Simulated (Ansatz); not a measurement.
NbN:
```
NbN
1.0
    0.00000     2.19017     2.19017
    2.19017     0.00000     2.19017
    2.19017     2.19017     0.00000
N Nb
1 1
Direct
  0.00000   0.00000   0.00000
  0.50000   0.50000   0.50000
```

Relaxed with PBEsol. Special points in fractions of this cell's reciprocal vectors: Γ (0.000, 0.000, 0.000); X (0.500, 0.000, 0.500); U (0.625, 0.250, 0.625); K (0.375, 0.375, 0.750); L (0.500, 0.500, 0.500); W (0.500, 0.250, 0.750).

### Question
List the band energies nearest the Fermi level at these points for PBEsol with spin–orbit coupling in the plane-wave PAW code Ansatz.

### Answer
In eV from the Fermi level; about four levels below and three above (degenerate sets whole), none deeper than 8.9 eV; … stands for higher levels left out; points with the same levels are listed once.

```
k                    below                above
-  -----------------------  -------------------
Γ  -0.12 -0.12 -0.12 -0.12                    …
X  -4.04 -4.04 -3.91 -3.91  1.66 1.66 2.86 2.86
U  -5.64 -5.64 -1.90 -1.90  2.08 2.08 2.27 2.27
L  -7.13 -7.13 -7.11 -7.11  1.55 1.55 1.58 1.58
W  -0.09 -0.09 -0.05 -0.05  2.92 2.92 3.61 3.61
```

Space group Fm-3m (rock salt). The cell was relaxed with PBEsol under the symmetry of its start. No spin polarisation was allowed.

Potentials: the later of the program's two PAW sets.
